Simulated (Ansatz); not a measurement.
Values for one crystal, relaxed and computed with plane-wave PAW LDA (Ansatz code); other levels are named.

- Volume per atom: 31.27 Å³
- Band gap: 4.99 eV (direct)
- Conduction-band minimum: at Γ
- Hole effective mass, band 2 of 3 at the edge: 2.7 along [100], 2.6 along [110], 2.7 along [111] (mₑ)
- Formation energy from the elements (no fitted shifts): -2.03 eV/atom
- Bulk modulus (Birch–Murnaghan fit): 24.8 GPa
- Valence-band maximum: at Γ

### Question
Pick the material that matches.
A) SnCl2, Pnma (Sn on 4c, Cl on 4c, Cl on 4c)
B) CsCl, CsCl type
C) MgO, Pm-3n (Mg on 6c, O on 6d)
D) CsCaH3, cubic perovskite

### Answer
B, CsCl, CsCl type

Space group Pm-3m (CsCl type). Symmetry was held in the LDA relaxation. The references are the lowest solids computed at this level, not always the standard phases (solids in place of the gases). Spin–orbit coupling is left out wherever it is not named.

Potentials: the later of the program's two PAW sets.
